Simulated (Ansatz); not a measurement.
Input, command and steps of an Ansatz relaxation.

```yaml
crystal:
  lattice:
    - [-1.8847062715, 1.8847062715, 2.9184848284]
    - [1.8847062715, -1.8847062715, 2.9184848284]
    - [1.8847062715, 1.8847062715, -2.9184848284]
  atoms:
    - { symbol: C, position: [0.75, 0.25, 0.5] }
    - { symbol: C, position: [0.0, 0.0, 0.0] }
    - { symbol: O, position: [0.6970490354, 0.125, 0.0720490354] }
    - { symbol: O, position: [0.0529509646, 0.625, 0.9279509646] }
    - { symbol: O, position: [0.375, 0.3029509646, 0.4279509646] }
    - { symbol: O, position: [0.875, 0.9470490354, 0.5720490354] }
basis:
  ecutwfc: 420
kpoints:
  mp_grid: { grid: [8, 8, 8] }
hamiltonian:
  xc: pbesol
scf:
  occupations: { method: gaussian, width: 0.02 }
output:
  forces: true
  stress: true
  eigenvalues: true
relax:
  adjacent_minimum: "off"
  f_tol: 0.01
  max_steps: 30
  cell: { stress_tol: 0.1, fix: [volume] }
```

```bash
ansatz run input.yaml --threads 2 --pin off --max-ram 5120MiB --backend cpu --events-out ev --progress --plain --runs-dir out
```

All numbers below come from Ansatz, DFT PBEsol, scalar-relativistic, plane waves, PAW.

The volume is held at 0.91 times that of the relaxed cell.

Of 7 frames 6 are shown, positions in Å and forces in eV/Å; the SCF threshold varies from step to step. Steps run on the plane waves of an earlier cell, with a Pulay correction in the pressure. The basis is chosen afresh for the last frame, the zero of the energies, and at times for earlier ones too; energy and pressure can step there, also at an unchanged geometry. Where two frames share a geometry here, they differ by under 2 meV/atom and 0.3 GPa.

```xyz
6
Lattice="-1.8847 1.8847 2.9185 1.8847 -1.8847 2.9185 1.8847 1.8847 -2.9185" Properties=species:S:1:pos:R:3:forces:R:3 pbc="T T T" step=1 free_energy_over_end_meV_per_atom=3.61 pressure_GPa=21.25
C     0.0000    1.8847    1.4592    0.0000    0.0000    0.0000
C     0.0000    0.0000    0.0000    0.0000    0.0000    0.0000
O    -0.9424    1.2139    2.1889    0.0000   -0.5338    0.0000
O     2.8271    0.6708   -0.7296    0.0000    0.5338    0.0000
O     0.6708    0.9424    0.7296    0.5338    0.0000    0.0000
O     1.2139    0.9424    3.6481   -0.5338    0.0000    0.0000
6
Lattice="-1.8811 1.8811 2.9298 1.8811 -1.8811 2.9298 1.8811 1.8811 -2.9298" Properties=species:S:1:pos:R:3:forces:R:3 pbc="T T T" step=2 free_energy_over_end_meV_per_atom=1.09 pressure_GPa=18.82
C     0.0000    1.8811    1.4649    0.0000    0.0000    0.0000
C     0.0000    0.0000    0.0000    0.0000    0.0000    0.0000
O    -0.9405    1.2019    2.1973    0.0000   -0.2850    0.0000
O     2.8216    0.6791   -0.7324    0.0000    0.2850    0.0000
O     0.6791    0.9405    0.7324    0.2850    0.0000    0.0000
O     1.2019    0.9405    3.6622   -0.2850    0.0000    0.0000
6
Lattice="-1.8772 1.8772 2.9418 1.8772 -1.8772 2.9418 1.8772 1.8772 -2.9418" Properties=species:S:1:pos:R:3:forces:R:3 pbc="T T T" step=3 free_energy_over_end_meV_per_atom=0.09 pressure_GPa=16.14
C     0.0000    1.8772    1.4709    0.0000    0.0000    0.0000
C     0.0000    0.0000    0.0000    0.0000    0.0000    0.0000
O    -0.9386    1.1886    2.2064    0.0000   -0.0040    0.0000
O     2.8158    0.6886   -0.7355    0.0000    0.0040    0.0000
O     0.6886    0.9386    0.7355    0.0040    0.0000    0.0000
O     1.1886    0.9386    3.6773   -0.0040    0.0000    0.0000
6
Lattice="-1.8772 1.8772 2.9418 1.8772 -1.8772 2.9418 1.8772 1.8772 -2.9418" Properties=species:S:1:pos:R:3:forces:R:3 pbc="T T T" step=4 free_energy_over_end_meV_per_atom=0.01 pressure_GPa=16.15
C     0.0000    1.8772    1.4709    0.0000    0.0000    0.0000
C     0.0000    0.0000    0.0000    0.0000    0.0000    0.0000
O    -0.9386    1.1886    2.2064    0.0000   -0.0041    0.0000
O     2.8158    0.6886   -0.7355    0.0000    0.0041    0.0000
O     0.6886    0.9386    0.7355    0.0041    0.0000    0.0000
O     1.1886    0.9386    3.6773   -0.0041    0.0000    0.0000
6
Lattice="-1.8764 1.8764 2.9443 1.8764 -1.8764 2.9443 1.8764 1.8764 -2.9443" Properties=species:S:1:pos:R:3:forces:R:3 pbc="T T T" step=5 free_energy_over_end_meV_per_atom=0.01 pressure_GPa=16.03
C     0.0000    1.8764    1.4722    0.0000    0.0000    0.0000
C     0.0000    0.0000    0.0000    0.0000    0.0000    0.0000
O    -0.9382    1.1875    2.2082    0.0000    0.0048    0.0000
O     2.8146    0.6889   -0.7361    0.0000   -0.0048    0.0000
O     0.6889    0.9382    0.7361   -0.0048    0.0000    0.0000
O     1.1875    0.9382    3.6804    0.0048    0.0000    0.0000
6
Lattice="-1.8758 1.8758 2.9464 1.8758 -1.8758 2.9464 1.8758 1.8758 -2.9464" Properties=species:S:1:pos:R:3:forces:R:3 pbc="T T T" step=7 free_energy_over_end_meV_per_atom=0.00 pressure_GPa=16.01
C     0.0000    1.8758    1.4732    0.0000    0.0000    0.0000
C     0.0000    0.0000    0.0000    0.0000    0.0000    0.0000
O    -0.9379    1.1870    2.2098    0.0000    0.0019    0.0000
O     2.8136    0.6888   -0.7366    0.0000   -0.0019    0.0000
O     0.6888    0.9379    0.7366   -0.0019    0.0000    0.0000
O     1.1870    0.9379    3.6830    0.0019    0.0000    0.0000
```

The run took 17 s on 2 threads of Intel(R) Xeon(R) 6975P-C (Granite Rapids) (shared host), peak memory 0.39 GiB.